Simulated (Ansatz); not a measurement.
P2W:
```yaml
crystal:
  lattice:
    - [1.57458, -5.56685, 0.00000]
    - [1.57458, 5.56685, 0.00000]
    - [0.00000, 0.00000, 4.95543]
  atoms:
    - { symbol: P, position: [0.07009, 0.92991, 0.38277] }
    - { symbol: P, position: [0.92991, 0.07009, 0.88277] }
    - { symbol: P, position: [0.79703, 0.20297, 0.20056] }
    - { symbol: P, position: [0.20297, 0.79703, 0.70056] }
    - { symbol: W, position: [0.40685, 0.59315, 0.49967] }
    - { symbol: W, position: [0.59315, 0.40685, 0.99967] }
```

Relaxed with PBEsol. Special points in fractions of this cell's reciprocal vectors: Γ (0.000, 0.000, 0.000); Y (-0.500, 0.500, 0.000); C0 (-0.270, 0.730, 0.000); Σ0 (0.270, 0.270, 0.000); Z (0.000, 0.000, 0.500); A0 (0.270, 0.270, 0.500); E0 (-0.270, 0.730, 0.500); T (-0.500, 0.500, 0.500); S (0.000, 0.500, 0.000); R (0.000, 0.500, 0.500).

Task: List the band energies nearest the Fermi level at these points for the program Ansatz at the PBEsol with spin–orbit coupling level (PAW).

Result: In eV from the Fermi level; about four levels below and three above (degenerate sets whole), none deeper than 8.9 eV; points with the same levels are listed once.

```
k                     below                above
--  -----------------------  -------------------
Γ   -1.24 -1.24 -0.86 -0.86  0.28 0.28 1.28 1.28
Y   -0.73 -0.73 -0.12 -0.12  0.53 0.53 1.03 1.03
C0  -2.42 -2.37 -2.03 -1.87       0.08 0.13 1.32
Z   -0.16 -0.16 -0.16 -0.16  0.96 0.96 0.96 0.96
A0  -1.30 -1.30 -1.23 -1.23  1.76 1.76 1.87 1.87
T   -1.13 -1.13 -1.13 -1.13  0.99 0.99 0.99 0.99
S   -2.77 -2.77 -1.66 -1.66  0.20 0.20 1.06 1.06
R   -1.07 -1.07 -1.07 -1.07  1.24 1.24 1.32 1.32
```

Space group Cmc2_1. The first step of the workflow began from a Materials Project structure, measured or hypothetical; the Crystallography Open Database files this formula in space group No. 36, but the cells were not matched. Whether it is the stable phase at ambient conditions was not checked. The cell was relaxed with PBEsol under the symmetry of its start; of distortions, only those at the zone centre were tested. No spin polarisation was allowed.

Potentials: the earlier of the program's two PAW sets.
